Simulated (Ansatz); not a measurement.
## NbRu: computed property card

NbRu:
```cif
data_Nb3Ru3
_chemical_formula_sum 'Nb3 Ru3'
_space_group_name_H-M_alt 'P2/m'
_space_group_IT_number 10
_space_group_name_Hall '-P 2y'
_cell_length_a 4.56250
_cell_length_b 3.03419
_cell_length_c 6.87095
_cell_angle_alpha 90.000
_cell_angle_beta 102.804
_cell_angle_gamma 90.000
loop_
_atom_site_label
_atom_site_type_symbol
_atom_site_symmetry_multiplicity
_atom_site_Wyckoff_symbol
_atom_site_fract_x
_atom_site_fract_y
_atom_site_fract_z
_atom_site_occupancy
Nb1 Nb 2 m 0.30876 0.00000 0.67670 1
Nb2 Nb 1 a 0.00000 0.00000 0.00000 1
Ru1 Ru 1 e 0.50000 0.50000 0.00000 1
Ru2 Ru 2 n 0.20643 0.50000 0.34789 1
```

Space group P2/m (No. 10); conventional cell a = 4.5625 Å, b = 3.0342 Å, c = 6.8709 Å, α = 90.00°, β = 102.80°, γ = 90.00°.

Method: DFT-PBEsol in the program Ansatz with PAW potentials. Geometry: relaxed at this level of theory. Other levels are named where they apply.

**Cell and energy**

```json
{
  "volume_per_atom": "15.46 Å³",
  "density": "10.42 g/cm³",
  "Formation energy from the elements (no fitted shifts)": "-0.19 eV/atom"
}
```

**Electronic structure**

```json
{
  "electronic_character": "metallic (no gap)",
  "Density of states at the Fermi level": "1.00 states/eV per atom (mean over ±0.08 eV)"
}
```

The start of the workflow was typed in or built on a structure type; neither database checked (COD, Materials Project) lists it. COD files the formula under space group No. 123, 221. Its standing as an ambient phase is unchecked. The cell was relaxed with PBEsol under the symmetry of its start; whether a distortion lowers the energy is not shown. No spin polarisation was allowed. Axis ratios of metals converge slowly with the k-mesh, so a and c are less sure than the volume. The references are the lowest solids computed at this level, not always the standard phases. Scalar-relativistic: spin–orbit coupling is off unless named, which matters more the heavier the elements.

Potentials: the earlier of the program's two PAW sets. The files were generated under PBE; for other functionals the program regenerates the frozen cores, and for LDA and PBEsol the local potential too.
